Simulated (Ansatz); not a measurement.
CeO$_{2}$ (fluorite)

```xyz
3
Lattice="0.0000 2.6993 2.6993 2.6993 0.0000 2.6993 2.6993 2.6993 0.0000" Properties=species:S:1:pos:R:3 pbc="T T T"
Ce     0.0000     0.0000     0.0000
O      1.3496     1.3496     1.3496
O      4.0489     4.0489     4.0489
```

The volume is varied about the relaxed value V₀ at fixed cell shape. Symmetry pins the atoms to their sites.

Computed with PBEsol (plane waves to 420 eV, PAW, scalar-relativistic; Ansatz, a first-principles code). k mesh 11×11×11 (Γ-centred), Fermi-Dirac smearing 0.05 eV. E stands for the smeared free energy. CeO2 is run without spin polarisation. CeO2 was relaxed with its symmetry unable to fall. The PAW data are Ansatz's earlier set. The filling of the f shell was not checked against other fillings, so treat energies with care. ΔE is measured from the relaxed starting cell.

| V (Å³/atom) | ΔE (meV/atom) |
|---|---|
| 11.014 | 274.4 |
| 11.363 | 180.3 |
| 11.713 | 109.4 |
| 12.063 | 58.4 |
| 12.412 | 24.6 |
| 12.762 | 5.9 |
| 13.112 | 0.0 |
| 13.461 | 5.3 |
| 13.811 | 20.3 |
| 14.160 | 43.6 |
| 14.510 | 74.1 |
| 14.860 | 110.8 |
| 15.209 | 152.9 |

Task: What is the fitted pressure derivative B₀′?

Result: 4.4.

Task: What bulk modulus B₀ follows from a third-order Birch-Murnaghan fit?

Result: 191 GPa. Check by three points about V = 13.112 Å³/atom, step 0.350: d²E/dV² ≈ (5.9 − 2·0.0 + 5.3) meV / 0.350² = 0.0916 eV/Å⁶, and V·d²E/dV² × 160.2 = 192 GPa.

(Under strain, the slope of the energy per volume gives the stress and its curvature an elastic modulus.)
